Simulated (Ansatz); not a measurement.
LiF:
```
CELL_PARAMETERS angstrom
      0.00000     1.99478     1.99478
      1.99478     0.00000     1.99478
      1.99478     1.99478     0.00000
ATOMIC_POSITIONS crystal
  Li 0.00000 0.00000 0.00000
  F  0.50000 0.50000 0.50000
```

Relaxed with r²SCAN.

Question: Decompose the optical modes at the zone centre into irreducible representations, and say which are infrared and Raman allowed.

Answer: Point group m-3m: Γ_opt = T1u. Infrared: T1u. Raman: none.

Question: Assign frequencies (DFPT, r²SCAN (plane waves, PAW; program Ansatz); without the LO–TO term).

Answer: T1u 320 cm⁻¹.

Space group Fm-3m (rock salt). The cell was relaxed with r²SCAN under the symmetry of its start.

Potentials: the earlier of the program's two PAW sets.
